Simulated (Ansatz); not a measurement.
**Al$_{3}$Co$_{2}$Ni (P4/mmm) at 2 levels of theory**

One geometry, relaxed with PBE; plane waves with PAW potentials in Ansatz, scalar-relativistic. Collinear spin, ending at -0.7 μB a primitive cell. Gaps are the least over mesh and band path; pressure is positive in compression.

Space group P4/mmm (No. 123). a = 2.875 Å, b = 2.875 Å, c = 8.568 Å, α = 90.00°, β = 90.00°, γ = 90.00°
```tsv
atom	site	symmetry	x	y	z
Al	2h	4mm	0.5000	0.5000	0.8302
Al	1d	4/mmm	0.5000	0.5000	0.5000
Ni	1a	4/mmm	0.0000	0.0000	0.0000
Co	2g	4mm	0.0000	0.0000	0.6672
```

```tsv
level	cutoff (eV)	k mesh	gap (eV)	pressure (GPa)	largest moment (μB)
PBE	420	14×14×6	0	0.0	0.34
```

Task: What comes out on the same cell with LDA?

Result:
```csv
level,cutoff (eV),k mesh,gap (eV),pressure (GPa),largest moment (μB)
LDA,420,14×14×6,0,-11.2,0.00
```

The structure comes from a generated guess; another structure or a mixture of phases may lie lower.
